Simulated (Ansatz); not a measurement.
SiC (zinc blende)

```xyz
4
Lattice="0.0000 4.3563 4.3563 2.1782 2.1782 4.3563 2.1782 2.1782 0.0000" Properties=species:S:1:pos:R:3 pbc="T T T"
C      3.2673     7.6236     7.6236
C      3.2673     5.4454     5.4454
Si     0.0000     0.0000     0.0000
Si     2.1782     4.3563     2.1782
```

A phonon eigenvector at X = (0.5, 0.5, 0.0) is frozen into this cell: atom i moves by Q times the vector below, so Q is the largest atomic displacement, in Å. The cell is held. (q is in reciprocal vectors of the primitive cell; the cell shown is doubled to hold the pattern.)

```json
[
 {"atom": "C1", "x": "0.000", "y": "0.000", "z": "1.000"},
 {"atom": "C2", "x": "0.000", "y": "0.000", "z": "-1.000"}
]
```

Atoms not listed stay in place.

These are r2SCAN (plane waves to 500 eV, PAW, scalar-relativistic; Ansatz, an electronic-structure program) values and carry that method's errors. k mesh 13×13×13 (Γ-centred), Fermi-Dirac smearing 0.05 eV. SiC was relaxed with its symmetry unable to fall.

At one point of the scan the forces (eV/Å) are:

```json
[
 {"atom": "C1", "Fx": "0.000", "Fy": "0.000", "Fz": "3.048"},
 {"atom": "C2", "Fx": "0.000", "Fy": "0.000", "Fz": "-3.048"},
 {"atom": "Si3", "Fx": "0.000", "Fy": "0.000", "Fz": "0.000"},
 {"atom": "Si4", "Fx": "0.000", "Fy": "0.000", "Fz": "0.000"}
]
```

Q: Which point is it?
(A) Q = -0.067 Å
(B) Q = -0.100 Å
(C) Q = -0.033 Å
(D) Q = -0.017 Å

A: B, Q = -0.100 Å

(For displaced atoms, the force is minus the slope of the energy, and its curvature is a force constant, which sets phonon frequencies.)
